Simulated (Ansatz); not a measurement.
**Two inputs for Bi2S3**

Cell: a COD entry, ions relaxed with PBE at fixed cell.

Space group Pnma (No. 62); a = 11.3450, b = 3.9940, c = 11.1930 Å.

| site | Wyckoff | site symmetry | x | y | z |
| --- | --- | --- | --- | --- | --- |
| Bi1 | 4c | .m. | 0.4866 | 0.2500 | 0.3251 |
| Bi5 | 4c | .m. | 0.3388 | 0.7500 | 0.0320 |
| S9 | 4c | .m. | 0.2845 | 0.2500 | 0.1922 |
| S13 | 4c | .m. | 0.5498 | 0.7500 | 0.1292 |
| S17 | 4c | .m. | 0.3780 | 0.7500 | 0.4438 |

One atom of each set is listed.

Reference run. Method: Kohn–Sham DFT in Ansatz, PBE, plane waves and PAW, scalar-relativistic, 420 eV cutoff, Γ-centred 3×7×3 k-points, Fermi–Dirac smearing 0.02 eV.

Q: The input is changed as follows: `total_charge`: not typed → -1; `hamiltonian.dispersion`: not typed → d4; `scf.occupations.method`: fermi_dirac → cold; `scf.occupations.width`: 0.02 → 0.3. What happens to V_zz (10²¹ V/m²) and η?

A: 

```csv
site,V_zz reference,η reference,V_zz changed,η changed
Bi1,7.66,0.99,-13.24,0.89
Bi5,-19.52,0.08,-17.98,0.45
S9,-2.67,0.34,-2.66,0.18
S13,4.24,0.94,3.95,0.96
S17,-8.90,0.16,-8.83,0.19
```

The largest change of V_zz along a kept axis is on Bi5, from -19.52 to -17.98. In per cent, |V_zz| changes by -8 on Bi, -7 to -1 on S (all sites that start above 2, bar those whose gradient vanishes or changes sign or whose main axis turns by over 40°). Where |V_zz| stays above 0.1 and the axes keep their order, η moves most on S9, from 0.34 to 0.18. On Bi5 V_xx and V_yy change places (or their axes turn by over 50°), so the two values of η hide a larger change. On Bi1 the largest principal value lies along another axis in the second run, so the two V_zz can't be compared directly. The dispersion term itself leaves the density as it is. The changed cell holds a charge of -1 on a uniform background, so it isn't the neutral crystal. It has an odd number of electrons and no spin polarisation, so the extra carrier is shared by both spins and spread out, where a real one carries spin and can localise. The gap no longer holds the Fermi energy in the changed run, so its gradients also hang on the k-mesh and the smearing. In the changed run the smearing of 0.30 eV is wide against a gap of 0.0 eV, so its values aren't converged ones.

On the reference run: Spin–orbit coupling is left out, which shifts gradients on Bi by a few per cent, and by more where contributions nearly cancel.
